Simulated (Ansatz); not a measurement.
With PBE (plane waves, PAW; program Ansatz), Os in the diamond structure (Fd-3m) relaxes to a = 5.556 Å. Os has 4 nearest neighbours from 2.41 Å (tetrahedral).

Electronic character: metallic (no gap). Gap from PBE with spin–orbit coupling: none (metallic).

The bulk modulus is 2050 kbar.

The start of the workflow was typed in or built on a structure type; neither database checked (COD, Materials Project) lists it. It is not the phase usual at ambient conditions (space group No. 194). Symmetry was held in the PBE relaxation; its stability against distortions is not shown here. The run is not spin-polarised. Spin–orbit coupling is left out wherever it is not named.

Potentials: the earlier of the program's two PAW sets.
